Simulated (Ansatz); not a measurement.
Input and command of a plane-wave DFT calculation in Ansatz:

```yaml
crystal:
  lattice:
    - [2.4845990542, 0.0, 0.0]
    - [-1.2422995271, 2.6298872101, 0.0]
    - [0.0, 0.0, 4.792134]
  atoms:
    - { symbol: Pt, position: [0.6666666667, 0.3333333333, 0.75] }
    - { symbol: Pt, position: [0.3333333333, 0.6666666667, 0.25] }
basis:
  ecutwfc: 500
kpoints:
  mp_grid: { grid: [18, 18, 10] }
hamiltonian:
  xc: r2scan
scf:
  occupations: { method: gaussian, width: 0.15 }
output:
  forces: true
  stress: true
  eigenvalues: true
```

```bash
ansatz run input.yaml --threads 1 --pin off --max-ram 2560MiB --backend cpu --events-out ev --progress --plain --runs-dir out
```

Processor: Intel(R) Xeon(R) Processor @ 2.50GHz (Skylake/Cascade Lake), 1 thread, on a host shared with other jobs.

Question: Estimate time, memory and problem size.

Answer: About 65 s on 1 thread of Intel(R) Xeon(R) Processor @ 2.50GHz (Skylake/Cascade Lake), with other jobs on the host, peak memory 0.69 GiB. It solves 22 bands at 546 k points (the mesh reduced by symmetry) with about 793 plane waves, in 6 SCF iterations.
